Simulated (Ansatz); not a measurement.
Ansatz (a quantum-chemistry and plane-wave program) input:

Ansatz 0.2 input:
```yaml
crystal:
  lattice:
    - [4.8085473165, 0.0, 0.0]
    - [0.0, 4.8085473165, 0.0]
    - [0.0, 0.0, 4.8085473165]
  atoms:
    - { symbol: C, position: [0.0, 0.0, 0.0] }
    - { symbol: C, position: [0.5, 0.5, 0.5] }
    - { symbol: C, position: [0.1779820395, 0.1779820395, 0.1779820395] }
    - { symbol: C, position: [0.3220179605, 0.3220179605, 0.3220179605] }
    - { symbol: C, position: [0.1779820395, 0.8220179605, 0.8220179605] }
    - { symbol: C, position: [0.3220179605, 0.6779820395, 0.6779820395] }
    - { symbol: C, position: [0.8220179605, 0.1779820395, 0.8220179605] }
    - { symbol: C, position: [0.6779820395, 0.3220179605, 0.6779820395] }
    - { symbol: C, position: [0.8220179605, 0.8220179605, 0.1779820395] }
    - { symbol: C, position: [0.6779820395, 0.6779820395, 0.3220179605] }
kpoints:
  mp_grid: { grid: [6, 6, 6] }
hamiltonian:
  xc: r2scan
  pseudopotentials: { azcp: { folder: ./paw }, kind: paw }
scf:
  occupations: { method: fixed }
elastic: { mode: relaxed_ion, stencil: two_point, amplitude: 0.005, f_tol: 0.0005 }
```

Output (shortened):

```
Pseudopotential: C, paw, valence charge 4
Functional definition: r2SCAN
Crystal: 10 atoms, lattice volume = 111.184 Å³
Basis set: ecut = 500 eV, 2801 PW (Γ), exchange–correlation on 144×144×144 points (64 copies of the dense FFT grid, shifted against one another)
Bands: 30, of which v1, the nominal top of the filled ones, is band 20 counted from 1 (19 counted from 0)
Symmetry: 48 space group operations
Space group: Pn-3m (ITA 224), of the structure as read, at distance tolerance 4.8e-5 Å
k-points: 20 of 216
SCF 1 converged in 12 iterations: F = -2504.378601 eV  dr2 = 1.94e-15
relax step   1: F+E_penalty+E_count = -2504.37860148 eV  Δ(F+E_penalty+E_count) = +0.000e0 eV  max|allowed force component| = 5.723e-4 eV/Å  Δτ_max = 0.0000 Å  (12 SCF iters, accepted)
Crystal: 10 atoms, lattice volume = 111.184 Å³
SCF 2 converged in 7 iterations: F = -2504.378601 eV  dr2 = 1.12e-14
relax step   2: F+E_penalty+E_count = -2504.37860149 eV  Δ(F+E_penalty+E_count) = -1.613e-8 eV  max|allowed force component| = 4.380e-5 eV/Å  Δτ_max = 0.0000 Å  (7 SCF iters, accepted)
Crystal: 10 atoms, lattice volume = 111.184 Å³
SCF 3 converged in 10 iterations: F = -2504.378601 eV  dr2 = 1.01e-14
Crystal: 10 atoms, lattice volume = 111.184 Å³
SCF 4 converged in 2 iterations: F = -2504.378601 eV  dr2 = 2.06e-15
Crystal: 10 atoms, lattice volume = 110.628 Å³
Symmetry: 16 space group operations
k-points: 40 of 216
SCF 5 converged in 9 iterations: F = -2504.376518 eV  dr2 = 1.28e-14
relax step   1: F+E_penalty+E_count = -2504.37651848 eV  Δ(F+E_penalty+E_count) = +0.000e0 eV  max|allowed force component| = 7.849e-2 eV/Å  Δτ_max = 0.0000 Å  (9 SCF iters, accepted)
Crystal: 10 atoms, lattice volume = 110.628 Å³
SCF 6 converged in 8 iterations: F = -2504.376811 eV  dr2 = 4.57e-15
relax step   2: F+E_penalty+E_count = -2504.37681077 eV  Δ(F+E_penalty+E_count) = -2.923e-4 eV  max|allowed force component| = 1.731e-2 eV/Å  Δτ_max = 0.0006 Å  (8 SCF iters, accepted)
Crystal: 10 atoms, lattice volume = 110.628 Å³
SCF 7 converged in 7 iterations: F = -2504.376862 eV  dr2 = 1.83e-14
relax step   3: F+E_penalty+E_count = -2504.37686175 eV  Δ(F+E_penalty+E_count) = -5.098e-5 eV  max|allowed force component| = 1.854e-2 eV/Å  Δτ_max = 0.0004 Å  (7 SCF iters, accepted)
Crystal: 10 atoms, lattice volume = 110.628 Å³
SCF 8 converged in 8 iterations: F = -2504.376927 eV  dr2 = 4.62e-15
relax step   4: F+E_penalty+E_count = -2504.37692710 eV  Δ(F+E_penalty+E_count) = -6.535e-5 eV  max|allowed force component| = 7.464e-4 eV/Å  Δτ_max = 0.0011 Å  (8 SCF iters, accepted)
Crystal: 10 atoms, lattice volume = 110.628 Å³
SCF 9 converged in 5 iterations: F = -2504.376927 eV  dr2 = 7.43e-14
relax step   5: F+E_penalty+E_count = -2504.37692713 eV  Δ(F+E_penalty+E_count) = -2.412e-8 eV  max|allowed force component| = 1.370e-4 eV/Å  Δτ_max = 0.0000 Å  (5 SCF iters, accepted)
Crystal: 10 atoms, lattice volume = 110.628 Å³
SCF 10 converged in 2 iterations: F = -2504.376927 eV  dr2 = 2.14e-14
Crystal: 10 atoms, lattice volume = 111.740 Å³
Basis set: ecut = 500 eV, 2865 PW (Γ), exchange–correlation on 144×144×144 points (64 copies of the dense FFT grid, shifted against one another)
SCF 11 converged in 9 iterations: F = -2504.376512 eV  dr2 = 1.26e-14
relax step   1: F+E_penalty+E_count = -2504.37651211 eV  Δ(F+E_penalty+E_count) = +0.000e0 eV  max|allowed force component| = 7.767e-2 eV/Å  Δτ_max = 0.0000 Å  (9 SCF iters, accepted)
Crystal: 10 atoms, lattice volume = 111.740 Å³
SCF 12 converged in 8 iterations: F = -2504.376914 eV  dr2 = 9.05e-15
relax step   2: F+E_penalty+E_count = -2504.37691396 eV  Δ(F+E_penalty+E_count) = -4.019e-4 eV  max|allowed force component| = 4.357e-3 eV/Å  Δτ_max = 0.0017 Å  (8 SCF iters, accepted)
Crystal: 10 atoms, lattice volume = 111.740 Å³
SCF 13 converged in 7 iterations: F = -2504.376915 eV  dr2 = 2.21e-15
relax step   3: F+E_penalty+E_count = -2504.37691520 eV  Δ(F+E_penalty+E_count) = -1.240e-6 eV  max|allowed force component| = 9.737e-6 eV/Å  Δτ_max = 0.0001 Å  (7 SCF iters, accepted)
Crystal: 10 atoms, lattice volume = 111.740 Å³
SCF 14 converged in 2 iterations: F = -2504.376915 eV  dr2 = 9.93e-16
Crystal: 10 atoms, lattice volume = 111.183 Å³
Basis set: ecut = 500 eV, 2841 PW (Γ), exchange–correlation on 144×144×144 points (64 copies of the dense FFT grid, shifted against one another)
Symmetry: 8 space group operations
k-points: 52 of 216
SCF 15 converged in 10 iterations: F = -2504.376873 eV  dr2 = 5.20e-15
relax step   1: F+E_penalty+E_count = -2504.37687348 eV  Δ(F+E_penalty+E_count) = +0.000e0 eV  max|allowed force component| = 1.060e-1 eV/Å  Δτ_max = 0.0000 Å  (10 SCF iters, accepted)
Crystal: 10 atoms, lattice volume = 111.183 Å³
SCF 16 converged in 9 iterations: F = -2504.377967 eV  dr2 = 1.52e-14
relax step   2: F+E_penalty+E_count = -2504.37796709 eV  Δ(F+E_penalty+E_count) = -1.094e-3 eV  max|allowed force component| = 4.304e-2 eV/Å  Δτ_max = 0.0034 Å  (9 SCF iters, accepted)
Crystal: 10 atoms, lattice volume = 111.183 Å³
SCF 17 converged in 9 iterations: F = -2504.378136 eV  dr2 = 2.22e-15
relax step   3: F+E_penalty+E_count = -2504.37813561 eV  Δ(F+E_penalty+E_count) = -1.685e-4 eV  max|allowed force component| = 2.179e-2 eV/Å  Δτ_max = 0.0014 Å  (9 SCF iters, accepted)
Crystal: 10 atoms, lattice volume = 111.183 Å³
SCF 18 converged in 9 iterations: F = -2504.378171 eV  dr2 = 1.44e-14
relax step   4: F+E_penalty+E_count = -2504.37817094 eV  Δ(F+E_penalty+E_count) = -3.532e-5 eV  max|allowed force component| = 3.285e-2 eV/Å  Δτ_max = 0.0031 Å  (9 SCF iters, accepted)
Crystal: 10 atoms, lattice volume = 111.183 Å³
SCF 19 converged in 8 iterations: F = -2504.378261 eV  dr2 = 2.13e-14
relax step   5: F+E_penalty+E_count = -2504.37826093 eV  Δ(F+E_penalty+E_count) = -8.999e-5 eV  max|allowed force component| = 1.075e-3 eV/Å  Δτ_max = 0.0014 Å  (8 SCF iters, accepted)
Crystal: 10 atoms, lattice volume = 111.183 Å³
SCF 20 converged in 6 iterations: F = -2504.378261 eV  dr2 = 1.48e-14
relax step   6: F+E_penalty+E_count = -2504.37826143 eV  Δ(F+E_penalty+E_count) = -4.974e-7 eV  max|allowed force component| = 7.172e-5 eV/Å  Δτ_max = 0.0001 Å  (6 SCF iters, accepted)
Crystal: 10 atoms, lattice volume = 111.183 Å³
SCF 21 converged in 2 iterations: F = -2504.378261 eV  dr2 = 5.39e-15
Crystal: 10 atoms, lattice volume = 111.183 Å³
SCF 22 converged in 10 iterations: F = -2504.376873 eV  dr2 = 4.91e-15
relax step   1: F+E_penalty+E_count = -2504.37687348 eV  Δ(F+E_penalty+E_count) = +0.000e0 eV  max|allowed force component| = 1.060e-1 eV/Å  Δτ_max = 0.0000 Å  (10 SCF iters, accepted)
Crystal: 10 atoms, lattice volume = 111.183 Å³
SCF 23 converged in 9 iterations: F = -2504.378256 eV  dr2 = 4.80e-14
relax step   2: F+E_penalty+E_count = -2504.37825588 eV  Δ(F+E_penalty+E_count) = -1.382e-3 eV  max|allowed force component| = 1.164e-2 eV/Å  Δτ_max = 0.0052 Å  (9 SCF iters, accepted)
Crystal: 10 atoms, lattice volume = 111.183 Å³
SCF 24 converged in 8 iterations: F = -2504.378257 eV  dr2 = 6.88e-15
relax step   3: F+E_penalty+E_count = -2504.37825694 eV  Δ(F+E_penalty+E_count) = -1.060e-6 eV  max|allowed force component| = 1.116e-2 eV/Å  Δτ_max = 0.0003 Å  (8 SCF iters, accepted)
Crystal: 10 atoms, lattice volume = 111.183 Å³
SCF 25 converged in 7 iterations: F = -2504.378261 eV  dr2 = 2.02e-14
relax step   4: F+E_penalty+E_count = -2504.37826142 eV  Δ(F+E_penalty+E_count) = -4.483e-6 eV  max|allowed force component| = 1.550e-4 eV/Å  Δτ_max = 0.0001 Å  (7 SCF iters, accepted)
Crystal: 10 atoms, lattice volume = 111.183 Å³
SCF 26 converged in 2 iterations: F = -2504.378261 eV  dr2 = 7.79e-15
SCF converged after 2 iterations
Stability not checked: this state was not tested for a lower state beside it, because too few of the mixer's solves of this state at the end of the SCF gave a …
Free energy (F): -2504.378601 eV
Harris-Foulkes:  -2504.378601 eV  (|F-HF|=4.55e-13)
Internal energy: -2504.378601 eV  (E = F + TS)
E sigma→0 (E₀):  -2504.378601 eV
Fermi energy:    2.393279 eV
--- Per-component energies (eV) ---
  E_band       = -193.491901
  E_kinetic    = 864.301434
  E_local      = -1572.666160  (includes V_loc(G=0)·N_el)
  E_nonlocal   = 235.500138
  E_hartree    = 472.118600
  E_xc         = -451.010187
  E_vxc        = -621.130626  (∫ρ·V_xc dr)
  E_paw        = -1016.761067  (= ΣΔE_a)
  E_vpaw       = -79.258871  (= ΣTr[D̂ρ^β])
  E_aug_tail   = 0.000010  (compensation charges beyond the density's cutoff)
  E_vtau       = 35.524972  (kinetic-family band-sum trace: ∫τ·v_τ [+ j·A + Jᵃ·Aᵃ] dr)
  E_ewald      = -1035.613630
  E_core_change = -0.247739  (= ΣΔE_core)
  E_smearing   =  0.000000  (= −TS)
  E_closure    =  0.000000  (closes the sum)
  Σ components = -2504.378601   (vs F -2504.378601, Δ=0.00e0)
--- Forces (eV/Å), atoms counted from 1 ---
  atom   1  C      0.00000000     0.00000000     0.00000000
  atom   2  C      0.00000000     0.00000000     0.00000000
  atom   3  C      0.00004378     0.00004378     0.00004378
  atom   4  C     -0.00004378    -0.00004378    -0.00004378
  atom   5  C      0.00004378    -0.00004378    -0.00004378
  atom   6  C     -0.00004378     0.00004378     0.00004378
  atom   7  C     -0.00004378     0.00004378    -0.00004378
  atom   8  C      0.00004378    -0.00004378     0.00004378
  atom   9  C     -0.00004378    -0.00004378     0.00004378
  atom  10  C      0.00004378     0.00004378    -0.00004378
  max |Σ_I F_I| component: 2.37e-17 eV/Å
--- Stress (GPa, compression-positive) ---
       -0.001454       0.000000       0.000000
        0.000000      -0.001454       0.000000
        0.000000       0.000000      -0.001454
  P = ⅓ Tr σ = -0.0015 GPa (-0.015 kbar)
--- Band table (eV; the first three rows and the last of 20) ---
  k-point 0: bands = ["-15.2098", "-14.0217", "-11.2792", "-11.2792", "-11.2792", "-9.0717", "-6.4739", "-6.4739", "-6.4739", "-4.4989", "-4.4989", "-4.4989", "-0.9563", "-0.9563", "1.7554", "1.7554", "1.7554", "1.8228", "1.8228", "1.8228", "7.0098", …
  k-point 1: bands = ["-15.1435", "-14.1218", "-11.2732", "-11.2732", "-11.1571", "-9.2961", "-6.4701", "-6.4701", "-6.2724", "-4.6263", "-4.5366", "-4.5366", "-0.8320", "-0.7247", "1.4589", "1.6374", "1.7176", "1.7176", "1.8664", "1.8664", "6.9903", …
  k-point 2: bands = ["-14.9555", "-14.3731", "-11.2610", "-11.2610", "-10.8243", "-9.7960", "-6.4627", "-6.4627", "-5.8340", "-4.9431", "-4.6103", "-4.6103", "-0.4687", "-0.1567", "0.7999", "1.1605", "1.6162", "1.6162", "1.9836", "1.9836", "7.0191", …
  k-point 19: bands = ["-14.8578", "-14.1053", "-11.4755", "-11.4755", "-11.4755", "-8.8033", "-6.7701", "-6.7701", "-6.7701", "-4.4191", "-4.4191", "-4.4191", "0.1534", "0.1534", "0.1534", "1.0589", "1.0589", "2.3933", "2.3933", "2.3933", "7.3165", "7.3165", …
--- Elastic constants: 2 strain directions × 2 members + reference (group order 48) ---
  dense FFT box of the reference and of every strained cell: 36×36×36
  strains applied: 11, 23; error gains: componentwise 1.00 (the most a stress slope's error grows in a printed constant), spectral 1.73 (1 for all six strains …
  reference relaxed by the batch: 2 steps …
  largest displacement 3.8e-6 Å; the constants are those of the deck's cell at these positions:
  atoms:
    - { symbol: C, position: [0.0, 0.0, 0.0] }
    - { symbol: C, position: [0.5, 0.5, 0.5] }
    - { symbol: C, position: [0.17798249319174944, 0.17798249319174944, 0.17798249319174944] }
    - { symbol: C, position: [0.32201750680825053, 0.32201750680825053, 0.32201750680825053] }
    - { symbol: C, position: [0.17798249319174944, 0.8220175068082506, 0.8220175068082506] }
    - { symbol: C, position: [0.32201750680825053, 0.6779824931917494, 0.6779824931917494] }
    - { symbol: C, position: [0.8220175068082506, 0.17798249319174944, 0.8220175068082506] }
    - { symbol: C, position: [0.6779824931917494, 0.32201750680825053, 0.6779824931917494] }
    - { symbol: C, position: [0.8220175068082506, 0.8220175068082506, 0.17798249319174944] }
    - { symbol: C, position: [0.6779824931917494, 0.6779824931917494, 0.32201750680825053] }
  C = ∂σ_k/∂η_j (tension-positive GPa; Voigt order 11 22 33 23 13 12):
       193.523    168.297    168.297      0.000      0.000      0.000
       168.297    193.523    168.297      0.000      0.000      0.000
       168.297    168.297    193.523      0.000      0.000      0.000
         0.000      0.000      0.000     39.450      0.000      0.000
         0.000      0.000      0.000      0.000     39.450      0.000
         0.000      0.000      0.000      0.000      0.000     39.450
  reference stress σ⁰ (GPa):      0.001      0.001      0.001      0.000      0.000      0.000
  moduli (Voigt/Reuss/Hill, GPa): K = 176.71/176.71/176.71   G = 28.72/21.31/25.01   E = 71.66   ν = 0.432
  mechanically stable: yes (min eigenvalue of sym C = 25.23 GPa)
  strain η (Voigt 11):  stress-route row diagonal C_11 = 193.52 GPa, energy-path curvature d²(F+E_count+ΔE)/dδ²/Ω₀ = 193.54 GPa
         δ    σ_11 (GPa)             F (eV)   n_scf  n_hpsi   n_pw
    -5.000e-3      -0.9668       -2504.3769271       2    9229   2833   relax 5 steps, max|allowed force component| 1.37e-4 eV/Å
     5.000e-3       0.9684       -2504.3769152       2    9166   2872   relax 3 steps, max|allowed force component| 9.74e-6 eV/Å
  strain η (Voigt 23):  stress-route row diagonal C_44 = 39.45 GPa, energy-path curvature d²(F+E_count+ΔE)/dδ²/Ω₀ = 39.45 GPa
         δ    σ_23 (GPa)             F (eV)   n_scf  n_hpsi   n_pw
    -5.000e-3      -0.1973       -2504.3782614       2   11964   2856   relax 6 steps, max|allowed force component| 7.17e-5 eV/Å
     5.000e-3       0.1972       -2504.3782614       2   11946   2856   relax 4 steps, max|allowed force component| 1.55e-4 eV/Å
```

Cost: very roughly 5 core-minutes on shared cores.

The start of the workflow was typed in or built on a structure type; neither database checked (COD, Materials Project) lists it. It is not the phase usual at ambient conditions (space group No. 194, 227). The cell was relaxed with r²SCAN under the symmetry of its start; its stability against distortions is not shown here.

Potentials: the earlier of the program's two PAW sets.

Ansatz is a plane-wave DFT program.
